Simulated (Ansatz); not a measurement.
Re:
```xyz
8
Lattice="2.7758 0.0000 0.0000 -1.3879 2.4039 0.0000 0.0000 0.0000 17.9253" Properties=species:S:1:pos:R:3 pbc="T T T"
Re     0.0000     0.0000    11.2038
Re     0.0000     1.6026    13.4376
Re     0.0000     0.0000    15.6833
Re     0.0000     1.6026     0.0000
Re     0.0000     0.0000     2.2421
Re     0.0000     1.6026     4.4877
Re     0.0000     0.0000     6.7215
Re     1.3879     0.8013     8.9627
```

Relaxed with PBE. Special points in fractions of this cell's reciprocal vectors: Γ (0.000, 0.000, 0.000); M (0.500, 0.000, 0.000); K (0.333, 0.333, 0.000); A (0.000, 0.000, 0.500); L (0.500, 0.000, 0.500); H (0.333, 0.333, 0.500).

Task: List the band energies nearest the Fermi level at these points for the program Ansatz at the PBE level (PAW).

Result: In eV from the Fermi level; about four levels below and three above (degenerate sets whole), none deeper than 8.9 eV; points with the same levels are listed once.

```csv
k,below,above
Γ,-1.06 -1.05 -0.83 -0.83,0.40 0.40 0.54
M,-1.32 -0.86 -0.58 -0.41,0.35 0.35 0.36
K,-0.14 -0.08 -0.05 -0.01,0.65 1.32 1.41
A,-1.11 -1.11 -0.88 -0.88,0.00 0.05 0.49 0.49
L,-0.63 -0.63 -0.58 -0.41,0.12 0.54 1.37
H,-2.09 -0.15 -0.08 -0.04,0.02 0.50 1.31
```

Space group P-6m2. The start of the workflow was typed in or built on a structure type; neither database checked (COD, Materials Project) lists it. It is not the phase usual at ambient conditions (space group No. 194). Symmetry was held in the PBE relaxation; whether a distortion lowers the energy is not shown. The run is not spin-polarised. Spin–orbit coupling is left out wherever it is not named.

Potentials: the earlier of the program's two PAW sets.
